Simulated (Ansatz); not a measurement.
CeO$_{2}$ (fluorite, Fm-3m), a = b = c = 5.438 Å, α = β = γ = 90.00°; the cell used has 3 atoms.

Relaxed with r²SCAN (plane waves, PAW; program Ansatz). Indices refer to the conventional cell of Fm-3m, a = b = c = 5.438 Å, α = β = γ = 90.00°.

Task: Simulate the powder diffraction pattern (Co Kα, λ = 1.79026 Å; lines above 1 %) up to 2θ = 90°.

Result: Simulated powder pattern, Co Kα, λ = 1.79026 Å (kinematic, ideal powder, no thermal factors, no anomalous dispersion; the 30 strongest lines at most, above 1 %, up to 2θ = 90°):

| 2θ (°) | d (Å) | I/Imax (%) | hkl |
|---|---|---|---|
| 33.13 | 3.140 | 100 | (111) |
| 38.44 | 2.719 | 29 | (200) |
| 55.50 | 1.923 | 53 | (220) |
| 66.18 | 1.640 | 42 | (311) |
| 69.53 | 1.570 | 7.9 | (222) |
| 82.36 | 1.359 | 8.3 | (400) |

The r²SCAN relaxation kept the symmetry of its start. The run is not spin-polarised. The 4f shell is in the valence. No Hubbard U is applied. Scalar-relativistic: spin–orbit coupling is off unless named, which matters more the heavier the elements.

Potentials: the earlier of the program's two PAW sets. The files were generated under PBE; for other functionals the program regenerates the frozen cores, and for LDA and PBEsol the local potential too.
